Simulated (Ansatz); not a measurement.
With DFT-PBE in the program Ansatz with PAW potentials, Be in the hcp (Mg type) structure (P6_3/mmc) relaxes to a = 2.262 Å, c = 3.566 Å. Be has 12 nearest neighbours from 2.21 Å (anticuboctahedral).

Electronic character: metallic (no gap).

Symmetry was held in the PBE relaxation. Axis ratios of metals converge slowly with the k-mesh, so a and c are less sure than the volume.

Potentials: the earlier of the program's two PAW sets.
